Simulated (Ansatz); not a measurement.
Profile along the Tl–Tl line in Tl (hcp, Mg type)

Tl (hcp, Mg type)

```
Tl
1.0
    3.60828     0.00000     0.00000
   -1.80414     3.12487     0.00000
    0.00000     0.00000     5.57421
Tl
2
Direct
  0.33333   0.66667   0.75000
  0.66667   0.33333   0.25000
```

Fields along a shortest Tl–Tl line of a (1 -1 0 0) plane (3.61 Å), from Tl to Tl, interpolated on the slice's grid (step about 0.2 Å). These are PBE (plane waves to 420 eV, PAW, scalar-relativistic; Ansatz, a program for electronic structure) values and carry that method's errors. k mesh 15×15×9. These are valence fields of a PAW run, semicore shells included where kept as valence: close to a nucleus they are smooth pseudo fields. Spin-orbit coupling is left out, though Tl is heavy. The relaxed volume of Tl is well above the measured one; the method has no dispersion term. Tl was relaxed with its symmetry unable to fall.

```
distance from Tl (Å)  valence electron density (e/Å³)  electron localisation function
--------------------  -------------------------------  ------------------------------
0.00                                             9.10                               x
0.18                                             7.99                               x
0.36                                             5.70                               x
0.54                                             3.58                            0.15
0.72                                             1.99                            0.35
0.90                                             1.00                            0.42
1.08                                             0.49                            0.37
1.26                                             0.25                            0.31
1.44                                             0.14                            0.25
1.62                                             0.10                            0.17
1.80                                             0.09                            0.14
1.99                                             0.10                            0.17
2.17                                             0.14                            0.25
2.35                                             0.25                            0.31
2.53                                             0.49                            0.37
2.71                                             1.00                            0.42
2.89                                             1.99                            0.35
3.07                                             3.58                            0.15
3.25                                             5.70                               x
3.43                                             7.99                               x
3.61                                             9.10                               x
```

x: too close to a nucleus for the ELF to mean much.

Density on the Tl–Tl line (3.61 Å) at its midpoint: 0.09 e/Å³. ELF at that point: 0.1.
